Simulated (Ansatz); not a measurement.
All numbers below come from Ansatz 0.2.0, DFT PBE, scalar-relativistic, plane waves, PAW. All cells share a 420 eV cutoff and Γ-centred k meshes spaced at most about 0.3 Å⁻¹ (about 0.25 or finer for metals, 2π included). No spin polarisation in the final relaxations.

These are static total energies at zero pressure.

Two forms of Rb3S4 were relaxed alike.

A.

```
Rb S
1.0
     3.74828    0.00000    0.00000
     0.00000    3.74828    0.00000
     0.00000    0.00000   15.94084
Rb S
3 4
Direct
  0.00000 0.00000 0.82329
  0.50000 0.50000 0.50000
  0.00000 0.00000 0.17671
  0.50000 0.00000 0.66319
  0.00000 0.50000 0.33681
  0.50000 0.00000 0.00063
  0.00000 0.50000 0.99937
```

B.

```
Rb S
1.0
     3.66367    0.00000    0.00000
     0.00000    3.66367    0.00000
     0.00000    0.00000   14.65939
Rb S
3 4
Direct
  0.50000 0.50000 0.20374
  0.50000 0.50000 0.50000
  0.50000 0.50000 0.79626
  0.00000 0.00000 0.34418
  0.00000 0.00000 0.65582
  0.00000 0.50000 0.00000
  0.50000 0.00000 0.00000
```

Problem. Which form is favoured at zero pressure, and by what margin per atom?

Solution. B is lower, by 184 meV/atom. A has space group P-4m2 (No. 115), 32.0 Å³/atom and no gap on its mesh; B has space group P4/mmm (No. 123), 28.1 Å³/atom and no gap. Counting S atoms around Rb (those within 1.25 times the shortest such distance or 1.15 times the sum of covalent radii, 1.27 where that leaves under three; a slash parts the counts of unlike sites), A has Rb 4/6 and B has Rb 8. The denser one is the lower, and pressure would at first widen the difference. Both come from invented guesses.

In P-4m2, P4/mmm an odd number of electrons in the primitive cell allows no gap without spin; a larger cell or a magnetic state could open one. A magnetic state wasn't ruled out in cells without spin, among them P-4m2, P4/mmm. Cells relaxed within their symmetry can be saddle points. The P4/mmm cell of Rb3S4 came from shaking the P-4m2 one.
